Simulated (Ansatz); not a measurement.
## BeTl: single run (Ansatz)

The command:

```bash
ansatz run input.yaml --threads 1 --pin off --max-ram 2560MiB --backend cpu --events-out ev --progress --plain --runs-dir out
```

input.yaml:

```yaml
crystal:
  lattice:
    - [1.755251, 3.040197, 0.0]
    - [-3.510515, 0.0, 0.0]
    - [0.0, 0.0, 9.338793]
  atoms:
    - { symbol: Be, position: [0.66667, 0.33334, 0.25] }
    - { symbol: Be, position: [0.33333, 0.66667, 0.75] }
    - { symbol: Tl, position: [0.66667, 0.33334, 0.75] }
    - { symbol: Tl, position: [0.33333, 0.66667, 0.25] }
  symmetry: { tolerance: 0.0003 }
kpoints:
  mp_grid: { grid: [6, 6, 2], shift: [0, 0, 0] }
magnetization:
  spin_polarized: false
scf:
  occupations: { method: cold, width: 0.0494 }
  max_iter: 60
hamiltonian:
  pseudopotentials: { kind: paw }
  xc: pbe
basis:
  ecutwfc: 30
output:
  forces: true
  stress: true
  eigenvalues: true
```

Origin of the cell: a known structure type with other elements, at an estimated volume, so it need not be a known compound.

Output (shortened):

```
SCF iter   1: F=—  HF=-22671.061396 eV  Δρ=7.15e-1  dr2=8.63e2
SCF iter   2: F=—  HF=-22247.100622 eV  S|Δr|=    0.00e0  Δρ=1.45e-1  dr2=3.79e1  defer=4
SCF iter   3: F=—  HF=-22232.314729 eV  S|Δr|=    0.00e0  Δρ=7.62e-2  dr2=1.10e1  defer=4
SCF iter   4: F=—  HF=-22226.862697 eV  S|Δr|=    0.00e0  Δρ=2.82e-2  dr2=1.53e0  defer=6
[… 10 lines left out …]
SCF iter  15: F=—  HF=-22225.454462 eV  S|Δr|=    0.00e0  Δρ=8.33e-5  dr2=1.78e-5  defer=5
SCF iter  16: F=—  HF=-22225.454459 eV  S|Δr|=    0.00e0  Δρ=5.77e-5  dr2=8.51e-6  defer=5
SCF iter  17: F=—  HF=-22225.454457 eV  S|Δr|=    0.00e0  Δρ=1.10e-5  dr2=2.98e-7  defer=5
SCF iter  18: F=-22225.454457 eV  HF=-22225.454457 eV  S|Δr|=    0.00e0  Δρ=8.35e-7  dr2=7.84e-10
the search or the solves at the SCF's close seem to have found levels that the self-consistency loop had missed (the run counts 1). By its estimate they hold under 1e-12 electrons; where the […]
SCF 1 converged in 18 iterations: F = -22225.454457 eV  dr2 = 7.84e-10
SCF converged after 18 iterations
Stability not checked: this state was not tested for a lower state beside it, because cold or Methfessel-Paxton smearing, or corrected tetrahedra, fill the levels in a way that the test cannot read (fill_not_monotonic; […]
Free energy (F): -22225.454457 eV
Harris-Foulkes:  -22225.454457 eV  (|F-HF|=2.84e-10)
Internal energy: -22225.451036 eV  (E = F + TS)
[… 18 lines left out …]
--- Forces (eV/Å), atoms counted from 1 ---
  atom   1  Be    -0.000000    -0.000000     0.000000
  atom   2  Be     0.000000     0.000000    -0.000000
  atom   3  Tl    -0.000000    -0.000000    -0.000000
  atom   4  Tl     0.000000    -0.000000     0.000000
  max |Σ_I F_I| component: 9.77e-17 eV/Å
--- Stress (GPa, compression-positive) ---
     -267.809722       0.000000      -0.000000
        0.000000    -267.809722       0.000000
       -0.000000       0.000000    -501.680111
  P = ⅓ Tr σ = -345.7665 GPa (-3457.665 kbar)
```

Why shouldn't this run be trusted?

It holds a cutoff far too low: `basis.ecutwfc` typed as 30. The run converged. Its numbers aren't properties of the system.

Time: 0.55 s on 1 thread of Arm Neoverse V2, on a shared host, peak memory 0.23 GiB, from the program's own first density.
